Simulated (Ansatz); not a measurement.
# TlPd$_{3}$ (I4/mmm): electronic heat capacity and spin susceptibility from the density of states

All numbers below come from DFT PBEsol, scalar-relativistic, plane waves, PAW (Ansatz 0.2.0).

Plane waves to 420 eV, a k mesh through Γ of 14×14×14 on the computed 4-atom cell and Gaussian smearing (0.10 eV); no spin polarisation.

Relaxed cell: I4/mmm, a = 4.130 Å, b = 4.130 Å, c = 7.550 Å, α = 90.00°, β = 90.00°, γ = 90.00°, 4 atoms in the primitive cell. Whether it is the stable form of this composition wasn't checked.

The density of states at the Fermi level is 1.537 states/eV in the cell of 4 atoms (1 formula unit; both spins, tetrahedra on a 21×21×21 mesh). Averaged over bins of 0.1 eV the density runs from 1.3 to 2.3 states/eV within 0.2 eV of the Fermi level, so the figure hangs on the exact place of that level.

Task: What Sommerfeld coefficient and Pauli susceptibility does this give?

Result: Per formula unit N(E_F) = 1.537 states/eV. γ = (π²/3) k_B² N(E_F) N_A = 2.357 mJ/(mol K²) per state/eV, so γ = 3.6 mJ/(mol K²), a mole of formula units. χ_P = μ_B² N(E_F) N_A = 3.23×10⁻⁵ emu/mol per state/eV gives 5.0×10⁻⁵ emu/mol. This is the bare band result: a measured γ of the same phase is as a rule larger by a factor 1 + λ from phonons and spin fluctuations, the spin part of χ is larger by the Stoner factor, and a measured χ also holds orbital and core terms. N(E_F) at one energy is sensitive to the mesh where the density of states has sharp peaks.

Spin-orbit coupling is left out, which matters for the bands of heavy elements.